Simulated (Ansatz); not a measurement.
Relaxed CaPbF$_{6}$ (space group Fm-3m):

```yaml
crystal:
  lattice:
    - [0.00000, 4.24549, 4.24549]
    - [4.24549, 0.00000, 4.24549]
    - [4.24549, 4.24549, 0.00000]
  atoms:
    - { symbol: Ca, position: [0.50000, 0.50000, 0.50000] }
    - { symbol: Pb, position: [0.00000, 0.00000, 0.00000] }
    - { symbol: F, position: [0.75822, 0.75822, 0.24178] }
    - { symbol: F, position: [0.24178, 0.24178, 0.75822] }
    - { symbol: F, position: [0.24178, 0.75822, 0.75822] }
    - { symbol: F, position: [0.75822, 0.24178, 0.24178] }
    - { symbol: F, position: [0.75822, 0.24178, 0.75822] }
    - { symbol: F, position: [0.24178, 0.75822, 0.24178] }
```

The atoms are displaced by Q × the pattern below (from a DFPT mode at Γ, largest move 1; Q in Å), at fixed cell. It is one choice among 2 degenerate patterns.

```
atom       x       y       z
----  ------  ------  ------
F3     0.000   0.000   1.000
F4     0.000   0.000  -1.000
F5    -0.354   0.000   0.000
F6     0.354   0.000   0.000
F7     0.000  -0.646   0.000
F8     0.000   0.646   0.000
```

Atoms not listed stay in place.

Computed with LDA (plane waves to 420 eV, PAW, scalar-relativistic; Ansatz, a program for electronic structure). k mesh 7×7×7 (Γ-centred), Fermi-Dirac smearing 0.05 eV. Energies are smeared free energies. CaPbF6 was relaxed with its symmetry unable to fall. Spin-orbit coupling is left out, though Pb is heavy. The zero of ΔE is the undisplaced structure.

```tsv
Q (Å)	ΔE (meV/cell)
-0.100	224.1
-0.067	99.4
-0.033	24.9
0.000	0.0
0.033	25.4
0.067	103.4
0.100	237.6
```

Which DFPT wavenumber at Γ belongs to this mode?
(A) 458 cm⁻¹
(B) 180 cm⁻¹
(C) 590 cm⁻¹
(D) 263 cm⁻¹

A, 458 cm⁻¹. The curvature of the scan gives 458 cm⁻¹

(For displaced atoms, the force is minus the slope of the energy, and its curvature is a force constant, which sets phonon frequencies.)
